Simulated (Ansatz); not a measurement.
Cu Kα1 powder pattern (kinematic, no thermal factors).
```csv
2θ (°),relative intensity
16.98,13
23.87,100
24.25,27
25.37,7
25.58,58
27.13,74
29.44,5
32.18,18
34.34,2
35.27,37
38.64,13
41.98,87
42.25,2
42.91,7
45.59,6
46.06,83
48.87,14
49.07,4
49.69,1
49.81,54
50.70,13
52.10,1
53.86,4
54.20,2
55.31,3
55.96,9
58.37,4
61.90,2
62.98,3
64.07,30
66.35,11
66.52,3
67.62,1
67.87,11
69.43,1
70.54,3
72.35,9
72.43,20
74.47,4
76.69,14
77.34,1
77.90,3
78.60,2
79.25,1
79.59,32
82.41,12
83.23,2
85.89,1
87.34,2
87.41,13
88.15,2
```

The pattern is computed from a structure relaxed with DFT PBE, scalar-relativistic, plane waves, PAW (Ansatz). No spin polarisation. Its elements are Cd, Mg, Se.

Problem. Give the structure.

Solution. Mg2CdSe3.
Space group P6_3mc (No. 186). a = 4.301 Å, b = 4.301 Å, c = 20.877 Å, α = 90.00°, β = 90.00°, γ = 120.00°
```tsv
atom	site	symmetry	x	y	z
Mg	2b	3m.	0.6667	0.3333	0.1674
Mg	2b	3m.	0.6667	0.3333	0.8303
Cd	2b	3m.	0.6667	0.3333	0.5009
Se	2b	3m.	0.6667	0.3333	0.2919
Se	2b	3m.	0.6667	0.3333	0.6294
Se	2b	3m.	0.6667	0.3333	0.9551
```

A pattern alone doesn't exclude other cells with like lines; this is the one computed.

The cell was found from a structure generator's guess, not taken from experiment.
